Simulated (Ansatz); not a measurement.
Total density of states per atom from DFT-PBEsol in the program Ansatz with PAW potentials, in 0.25 eV bins, energy from the Fermi level:

```
E (eV) | states/eV/atom
    -7.85 |  0.00
    -7.60 |  0.00
    -7.35 |  0.00
    -7.10 |  0.00
    -6.85 |  0.00
    -6.60 |  0.00
    -6.35 |  0.00
    -6.10 |  0.00
    -5.85 |  0.00
    -5.60 |  0.00
    -5.35 |  0.00
    -5.10 | #### 0.21
    -4.85 | ########## 0.57
    -4.60 | ########## 0.57
    -4.35 | ############# 0.74
    -4.10 | ######### 0.54
    -3.85 | ##### 0.32
    -3.60 | ########### 0.63
    -3.35 | ############### 0.87
    -3.10 | ############## 0.83
    -2.85 | ########### 0.65
    -2.60 | ################## 1.04
    -2.35 | ################# 1.03
    -2.10 |  0.00
    -1.85 | # 0.04
    -1.60 | ###### 0.35
    -1.35 | ############## 0.82
    -1.10 | ################ 0.95
    -0.85 | ################# 0.97
    -0.60 | #################### 1.19
    -0.35 | ########## 0.59
    -0.10 | ######## 0.44
     0.15 | ##### 0.30
     0.40 | ############## 0.83
     0.65 | ############## 0.81
     0.90 | ########################## 1.50
     1.15 | ##### 0.31
     1.40 | ############# 0.76
     1.65 | ############# 0.78
     1.90 | ############## 0.80
     2.15 | ############# 0.76
     2.40 | ################## 1.08
     2.65 | ###################### 1.27
     2.90 | ############################## 1.76
     3.15 | ############################# 1.73
     3.40 | ########################### 1.56
```

Question: Pick the material that matches.
(A) Ti2C, Fd-3m (Ti on 32e, C on 16d)
(B) ReC, CsCl type
(C) SnC, CsCl type
(D) WC, P-6m2 (W on 1a, C on 1f)

Answer: A, Ti2C, Fd-3m (Ti on 32e, C on 16d). Within 0.5 eV of the Fermi level: Ti 3d 91 %. Projections are on Löwdin-orthogonalised atomic valence shells; empty p or d shells of many metals are not among them.

The first step of the workflow began from a Materials Project structure, measured or hypothetical; the Crystallography Open Database copy checked does not list it. Its standing as an ambient phase is unchecked. Symmetry was held in the PBEsol relaxation; its stability against distortions is not shown here. The run is not spin-polarised.

Potentials: the earlier of the program's two PAW sets. The files were generated under PBE; for other functionals the program regenerates the frozen cores, and for LDA and PBEsol the local potential too.
